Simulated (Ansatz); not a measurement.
BaCuTeF:
```cif
data_Ba2Cu2F2Te2
_chemical_formula_sum 'Ba2 Cu2 Te2 F2'
_space_group_name_H-M_alt 'P 1'
_space_group_IT_number 1
_cell_length_a 4.35926
_cell_length_b 4.35926
_cell_length_c 9.27470
_cell_angle_alpha 90.000
_cell_angle_beta 90.000
_cell_angle_gamma 90.000
loop_
_space_group_symop_operation_xyz
  'x, y, z'
loop_
_atom_site_label
_atom_site_type_symbol
_atom_site_fract_x
_atom_site_fract_y
_atom_site_fract_z
_atom_site_occupancy
Ba1 Ba 0.00000 0.50000 0.65850 1
Ba2 Ba 0.50000 0.00000 0.34150 1
Cu1 Cu 0.00000 0.00000 0.00000 1
Cu2 Cu 0.50000 0.50000 0.00000 1
Te1 Te 0.50000 0.00000 0.83912 1
Te2 Te 0.00000 0.50000 0.16088 1
F1 F 0.50000 0.50000 0.50000 1
F2 F 0.00000 0.00000 0.50000 1
```

Relaxed with PBEsol. The program Ansatz at the PBEsol level (PAW) gives a gap of 0.85 eV.

**Question.** What gap does HSE06 give on the same cell (Ansatz, PAW)?

**Answer.** 1.86 eV, 1.02 eV more. The hybrid was solved on a coarser mesh and at special points; the gap given is the minimum over both.

```csv
k,v1 PBEsol,c1 PBEsol,v1 HSE06,c1 HSE06
Γ,0.00,0.85,0.00,1.86
Z,-0.02,1.07,___,___
M,-1.67,2.36,___,___
A,-1.67,2.83,___,___
R,-0.78,2.10,-0.91,3.20
X,-0.79,2.00,___,___
```

**Question.** Top valence (v1) and lowest conduction level (c1) in eV from each method's valence maximum (which need not be a listed point): supply the withheld HSE06 values.

**Answer.** 
- A, v1 HSE06: -2.38
- A, c1 HSE06: 3.81
- M, v1 HSE06: -2.38
- M, c1 HSE06: 3.32
- Z, v1 HSE06: -0.02
- Z, c1 HSE06: 2.13
- X, v1 HSE06: -0.92
- X, c1 HSE06: 3.09

Cost on shared cores: the PBEsol run (SCF on a 7×7×3 mesh, then bands and DOS) roughly 2.3 core-minutes, the HSE06 run (SCF on 4×4×2, then a few points) roughly 6 core-minutes; the tasks are unlike.

Space group P4/nmm. The workflow started from a Materials Project entry (that database holds measured and hypothetical structures alike); the Crystallography Open Database copy checked does not list it. Whether it is the stable phase at ambient conditions was not checked. The cell was relaxed with PBEsol under the symmetry of its start; phonons show weakly imaginary modes. No spin polarisation was allowed. No Hubbard U is applied. Spin–orbit coupling is left out wherever it is not named.

Potentials: the earlier of the program's two PAW sets. The files were generated under PBE; for other functionals the program regenerates the frozen cores, and for LDA and PBEsol the local potential too.
